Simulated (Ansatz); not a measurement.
LiF (rock salt), relaxed with HSE06 (Ansatz, a program for electronic structure, plane waves, PAW): a = 4.0107 Å, b = 4.0107 Å, c = 4.0107 Å, α = 90.00°, β = 90.00°, γ = 90.00°.

```
Quantity              Result
--------------------  ------
gap (eV)               11.52
B₀ by P(V) fit (GPa)    73.5
```

Question: The same phase is relaxed and computed with r²SCAN in the same code. What are the cell and these values now?

Answer: a = 3.9902 Å, b = 3.9902 Å, c = 3.9902 Å, α = 90.00°, β = 90.00°, γ = 90.00°.

- gap (eV): 10.33
- B₀ by P(V) fit (GPa): 77.4

All cells were relaxed under the symmetry of their starts (and spin orders); stability against distortions was not tested throughout.

Potentials: the later of the program's two PAW sets.

Ansatz is a plane-wave DFT program.
